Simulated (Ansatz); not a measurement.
C (diamond, space group No. 227), a = b = c = 3.555 Å, α = β = γ = 90.00°; the cell used has 2 atoms.

Relaxed with r²SCAN+D4.

Task: Which orbitals make up the states near the band edges in the program Ansatz at the r²SCAN+D4 level (PAW)?

Result: Top 1 eV of the valence band: C 2p 98 %. Bottom 1 eV of the conduction band: C 2p 53 %, C 2s 38 %, outside the projected shells 9 %. Projections are on Löwdin-orthogonalised atomic valence shells; empty p or d shells of many metals are not among them.

Task: Tabulate the density of states.

Result: States/eV per cell of 2 atoms, in 0.25 eV bins, energy from the valence-band maximum.

```
E (eV)  total  C 2p  C 2s
------  -----  ----  ----
-7.85    0.52  0.45  0.06
-7.60    0.53  0.47  0.06
-7.35    0.57  0.51  0.06
-7.10    0.60  0.54  0.06
-6.85    0.68  0.63  0.06
-6.60    0.75  0.70  0.05
-6.35    0.74  0.69  0.05
-6.10    0.73  0.68  0.05
-5.85    0.72  0.68  0.04
-5.60    0.70  0.66  0.04
-5.35    0.69  0.65  0.04
-5.10    0.68  0.65  0.03
-4.85    0.67  0.64  0.03
-4.60    0.66  0.63  0.03
-4.35    0.65  0.62  0.03
-4.10    0.64  0.61  0.02
-3.85    0.63  0.60  0.02
-3.60    0.62  0.60  0.02
-3.35    0.60  0.58  0.02
-3.10    0.58  0.56  0.01
-2.85    0.45  0.44  0.01
-2.60    0.38  0.36  0.01
-2.35    0.32  0.31  0.01
-2.10    0.28  0.27  0.01
-1.85    0.24  0.23  0.01
-1.60    0.21  0.20  0.00
-1.35    0.18  0.17  0.00
-1.10    0.15  0.14  0.00
-0.85    0.12  0.12  0.00
-0.60    0.09  0.09  0.00
-0.35    0.06  0.06  0.00
-0.10    0.02  0.02  0.00
0.15     0.00  0.00  0.00
0.40     0.00  0.00  0.00
0.65     0.00  0.00  0.00
0.90     0.00  0.00  0.00
1.15     0.00  0.00  0.00
1.40     0.00  0.00  0.00
1.65     0.00  0.00  0.00
1.90     0.00  0.00  0.00
2.15     0.00  0.00  0.00
2.40     0.00  0.00  0.00
2.65     0.00  0.00  0.00
2.90     0.00  0.00  0.00
3.15     0.00  0.00  0.00
3.40     0.00  0.00  0.00
3.65     0.00  0.00  0.00
3.90     0.00  0.00  0.00
4.15     0.00  0.00  0.00
4.40     0.01  0.00  0.00
4.65     0.08  0.04  0.03
4.90     0.13  0.07  0.05
5.15     0.19  0.10  0.07
5.40     0.25  0.14  0.09
5.65     0.31  0.17  0.10
5.90     0.37  0.23  0.11
6.15     0.42  0.27  0.11
6.40     0.46  0.29  0.11
6.65     0.49  0.32  0.12
6.90     0.52  0.34  0.12
7.15     0.55  0.37  0.12
7.40     0.59  0.40  0.12
7.65     0.63  0.43  0.12
7.90     0.68  0.48  0.12
8.15     0.76  0.53  0.12
8.40     0.89  0.64  0.13
8.65     1.10  0.81  0.14
8.90     0.91  0.66  0.13
9.15     0.84  0.59  0.15
```

Space group Fd-3m (diamond). The cell was relaxed with r²SCAN+D4 under the symmetry of its start.

Potentials: the later of the program's two PAW sets.
